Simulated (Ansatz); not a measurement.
Input, command and steps of an Ansatz relaxation.

```yaml
crystal:
  lattice:
    - [5.6593326556, 0.0, 0.0]
    - [0.0, 8.0121147187, 0.0]
    - [0.0, 0.0, 5.6688381952]
  atoms:
    - { symbol: Zr, position: [0.0, 0.0, 0.0] }
    - { symbol: Zr, position: [0.0, 0.5, 0.0] }
    - { symbol: Zr, position: [0.5, 0.0, 0.5] }
    - { symbol: Zr, position: [0.5, 0.5, 0.5] }
    - { symbol: Pb, position: [0.5193729406, 0.25, 0.0051523743] }
    - { symbol: Pb, position: [0.0193729406, 0.25, 0.4948476257] }
    - { symbol: Pb, position: [0.9806270594, 0.75, 0.5051523743] }
    - { symbol: Pb, position: [0.4806270594, 0.75, 0.9948476257] }
    - { symbol: O, position: [0.0085884221, 0.75, 0.0744251978] }
    - { symbol: O, position: [0.2881096814, 0.0386689315, 0.2116834497] }
    - { symbol: O, position: [0.2881096814, 0.4613310685, 0.2116834497] }
    - { symbol: O, position: [0.7881096814, 0.0386689315, 0.2883165503] }
    - { symbol: O, position: [0.7881096814, 0.4613310685, 0.2883165503] }
    - { symbol: O, position: [0.5085884221, 0.75, 0.4255748022] }
    - { symbol: O, position: [0.4914115779, 0.25, 0.5744251978] }
    - { symbol: O, position: [0.2118903186, 0.5386689315, 0.7116834497] }
    - { symbol: O, position: [0.2118903186, 0.9613310685, 0.7116834497] }
    - { symbol: O, position: [0.7118903186, 0.5386689315, 0.7883165503] }
    - { symbol: O, position: [0.7118903186, 0.9613310685, 0.7883165503] }
    - { symbol: O, position: [0.9914115779, 0.25, 0.9255748022] }
basis:
  ecutwfc: 500
kpoints:
  mp_grid: { grid: [4, 4, 4] }
hamiltonian:
  xc: r2scan
scf:
  occupations: { method: gaussian, width: 0.02 }
output:
  forces: true
  stress: true
  eigenvalues: true
relax:
  adjacent_minimum: "off"
  f_tol: 0.01
  max_steps: 30
  cell: { stress_tol: 0.1, fix: [volume] }
```

```bash
ansatz run input.yaml --threads 4 --pin off --max-ram 10240MiB --backend cpu --events-out ev --progress --plain --runs-dir out
```

Method: DFT r2SCAN, scalar-relativistic, plane waves, PAW (Ansatz 0.2.0).

The volume is held at 0.91 times that of the relaxed cell.

Of 6 frames 5 are shown, positions in Å and forces in eV/Å; the SCF threshold varies from step to step. Steps run on the plane waves of an earlier cell, with a Pulay correction in the pressure. The basis is chosen afresh for the last frame, the zero of the energies, and at times for earlier ones too; energy and pressure can step there, also at an unchanged geometry. Where two frames share a geometry here, they differ by under 2 meV/atom and 0.3 GPa.

```xyz
20
Lattice="5.6593 0.0000 0.0000 0.0000 8.0121 0.0000 0.0000 0.0000 5.6688" Properties=species:S:1:pos:R:3:forces:R:3 pbc="T T T" step=1 free_energy_over_end_meV_per_atom=0.38 pressure_GPa=19.53
Zr    0.0000    0.0000    0.0000    0.0000    0.0000    0.0000
Zr    0.0000    4.0061    0.0000    0.0000    0.0000    0.0000
Zr    2.8297    0.0000    2.8344    0.0000    0.0000    0.0000
Zr    2.8297    4.0061    2.8344    0.0000    0.0000    0.0000
Pb    2.9393    2.0030    0.0292    0.0195    0.0000   -0.0069
Pb    0.1096    2.0030    2.8052    0.0195    0.0000    0.0069
Pb    5.5497    6.0091    2.8636   -0.0195    0.0000   -0.0069
Pb    2.7200    6.0091    5.6396   -0.0195    0.0000    0.0069
O     0.0486    6.0091    0.4219   -0.0221    0.0000    0.0693
O     1.6305    0.3098    1.2000    0.0321    0.0412   -0.0334
O     1.6305    3.6962    1.2000    0.0321   -0.0412   -0.0334
O     4.4602    0.3098    1.6344    0.0321    0.0412    0.0334
O     4.4602    3.6962    1.6344    0.0321   -0.0412    0.0334
O     2.8783    6.0091    2.4125   -0.0221    0.0000   -0.0693
O     2.7811    2.0030    3.2563    0.0221    0.0000    0.0693
O     1.1992    4.3159    4.0344   -0.0321    0.0412   -0.0334
O     1.1992    7.7023    4.0344   -0.0321   -0.0412   -0.0334
O     4.0288    4.3159    4.4688   -0.0321    0.0412    0.0334
O     4.0288    7.7023    4.4688   -0.0321   -0.0412    0.0334
O     5.6107    2.0030    5.2469    0.0221    0.0000   -0.0693
20
Lattice="5.6379 0.0000 0.0000 0.0000 8.0129 0.0000 0.0000 0.0000 5.6898" Properties=species:S:1:pos:R:3:forces:R:3 pbc="T T T" step=2 free_energy_over_end_meV_per_atom=0.14 pressure_GPa=19.21
Zr    0.0000    0.0000    0.0000    0.0000    0.0000    0.0000
Zr    0.0000    4.0065    0.0000    0.0000    0.0000    0.0000
Zr    2.8189    0.0000    2.8449    0.0000    0.0000    0.0000
Zr    2.8189    4.0065    2.8449    0.0000    0.0000    0.0000
Pb    2.9469    2.0032    0.0278   -0.0572    0.0000    0.0002
Pb    0.1279    2.0032    2.8171   -0.0572    0.0000   -0.0002
Pb    5.5100    6.0097    2.8727    0.0572    0.0000    0.0002
Pb    2.6910    6.0097    5.6620    0.0572    0.0000   -0.0002
O     0.0382    6.0097    0.4353    0.0050    0.0000    0.0259
O     1.6332    0.3173    1.1986    0.0126    0.0119   -0.0119
O     1.6332    3.6891    1.1986    0.0126   -0.0119   -0.0119
O     4.4521    0.3173    1.6463    0.0126    0.0119    0.0119
O     4.4521    3.6891    1.6463    0.0126   -0.0119    0.0119
O     2.8571    6.0097    2.4096    0.0050    0.0000   -0.0259
O     2.7808    2.0032    3.2802   -0.0050    0.0000    0.0259
O     1.1858    4.3238    4.0435   -0.0126    0.0119   -0.0119
O     1.1858    7.6956    4.0435   -0.0126   -0.0119   -0.0119
O     4.0047    4.3238    4.4912   -0.0126    0.0119    0.0119
O     4.0047    7.6956    4.4912   -0.0126   -0.0119    0.0119
O     5.5997    2.0032    5.2545   -0.0050    0.0000   -0.0259
20
Lattice="5.6473 0.0000 0.0000 0.0000 8.0127 0.0000 0.0000 0.0000 5.6805" Properties=species:S:1:pos:R:3:forces:R:3 pbc="T T T" step=3 free_energy_over_end_meV_per_atom=0.02 pressure_GPa=19.25
Zr    0.0000    0.0000    0.0000    0.0000    0.0000    0.0000
Zr    0.0000    4.0063    0.0000    0.0000    0.0000    0.0000
Zr    2.8236    0.0000    2.8403    0.0000    0.0000    0.0000
Zr    2.8236    4.0063    2.8403    0.0000    0.0000    0.0000
Pb    2.9453    2.0032    0.0285   -0.0176    0.0000    0.0010
Pb    0.1216    2.0032    2.8118   -0.0176    0.0000   -0.0010
Pb    5.5257    6.0095    2.8687    0.0176    0.0000    0.0010
Pb    2.7020    6.0095    5.6521    0.0176    0.0000   -0.0010
O     0.0409    6.0095    0.4354   -0.0025    0.0000    0.0139
O     1.6352    0.3175    1.1960    0.0070    0.0071   -0.0112
O     1.6352    3.6889    1.1960    0.0070   -0.0071   -0.0112
O     4.4589    0.3175    1.6442    0.0070    0.0071    0.0112
O     4.4589    3.6889    1.6442    0.0070   -0.0071    0.0112
O     2.8646    6.0095    2.4048   -0.0025    0.0000   -0.0139
O     2.7827    2.0032    3.2757    0.0025    0.0000    0.0139
O     1.1884    4.3238    4.0363   -0.0070    0.0071   -0.0112
O     1.1884    7.6952    4.0363   -0.0070   -0.0071   -0.0112
O     4.0120    4.3238    4.4845   -0.0070    0.0071    0.0112
O     4.0120    7.6952    4.4845   -0.0070   -0.0071    0.0112
O     5.6063    2.0032    5.2451    0.0025    0.0000   -0.0139
20
Lattice="5.6490 0.0000 0.0000 0.0000 8.0136 0.0000 0.0000 0.0000 5.6781" Properties=species:S:1:pos:R:3:forces:R:3 pbc="T T T" step=4 free_energy_over_end_meV_per_atom=0.02 pressure_GPa=19.18
Zr    0.0000    0.0000    0.0000    0.0000    0.0000    0.0000
Zr    0.0000    4.0068    0.0000    0.0000    0.0000    0.0000
Zr    2.8245    0.0000    2.8391    0.0000    0.0000    0.0000
Zr    2.8245    4.0068    2.8391    0.0000    0.0000    0.0000
Pb    2.9443    2.0034    0.0283    0.0082    0.0000   -0.0096
Pb    0.1198    2.0034    2.8107    0.0082    0.0000    0.0096
Pb    5.5292    6.0102    2.8674   -0.0082    0.0000   -0.0096
Pb    2.7047    6.0102    5.6498   -0.0082    0.0000    0.0096
O     0.0409    6.0102    0.4378   -0.0073    0.0000   -0.0136
O     1.6427    0.3162    1.1878   -0.0074   -0.0050    0.0095
O     1.6427    3.6906    1.1878   -0.0074    0.0050    0.0095
O     4.4672    0.3162    1.6513   -0.0074   -0.0050   -0.0095
O     4.4672    3.6906    1.6513   -0.0074    0.0050   -0.0095
O     2.8654    6.0102    2.4013   -0.0073    0.0000    0.0136
O     2.7836    2.0034    3.2768    0.0073    0.0000   -0.0136
O     1.1818    4.3230    4.0269    0.0074   -0.0050    0.0095
O     1.1818    7.6974    4.0269    0.0074    0.0050    0.0095
O     4.0063    4.3230    4.4904    0.0074   -0.0050   -0.0095
O     4.0063    7.6974    4.4904    0.0074    0.0050   -0.0095
O     5.6081    2.0034    5.2404    0.0073    0.0000    0.0136
20
Lattice="5.6490 0.0000 0.0000 0.0000 8.0157 0.0000 0.0000 0.0000 5.6767" Properties=species:S:1:pos:R:3:forces:R:3 pbc="T T T" step=6 free_energy_over_end_meV_per_atom=0.00 pressure_GPa=19.21
Zr    0.0000    0.0000    0.0000    0.0000    0.0000    0.0000
Zr    0.0000    4.0079    0.0000    0.0000    0.0000    0.0000
Zr    2.8245    0.0000    2.8383    0.0000    0.0000    0.0000
Zr    2.8245    4.0079    2.8383    0.0000    0.0000    0.0000
Pb    2.9446    2.0039    0.0277   -0.0002    0.0000    0.0014
Pb    0.1201    2.0039    2.8106   -0.0002    0.0000   -0.0014
Pb    5.5289    6.0118    2.8660    0.0002    0.0000    0.0014
Pb    2.7044    6.0118    5.6490    0.0002    0.0000   -0.0014
O     0.0401    6.0118    0.4357   -0.0023    0.0000   -0.0003
O     1.6400    0.3169    1.1903    0.0004   -0.0034    0.0006
O     1.6400    3.6910    1.1903    0.0004    0.0034    0.0006
O     4.4644    0.3169    1.6481    0.0004   -0.0034   -0.0006
O     4.4644    3.6910    1.6481    0.0004    0.0034   -0.0006
O     2.8646    6.0118    2.4026   -0.0023    0.0000    0.0003
O     2.7844    2.0039    3.2741    0.0023    0.0000   -0.0003
O     1.1845    4.3247    4.0286   -0.0004   -0.0034    0.0006
O     1.1845    7.6989    4.0286   -0.0004    0.0034    0.0006
O     4.0090    4.3247    4.4864   -0.0004   -0.0034   -0.0006
O     4.0090    7.6989    4.4864   -0.0004    0.0034   -0.0006
O     5.6088    2.0039    5.2409    0.0023    0.0000    0.0003
```

Time: 2.3 min on 4 threads of Oxide Virtual Turin-like Processor (Zen 5) (shared host), peak memory 2 GiB.

Spin–orbit coupling is left out, which can shift energies with elements as heavy as these.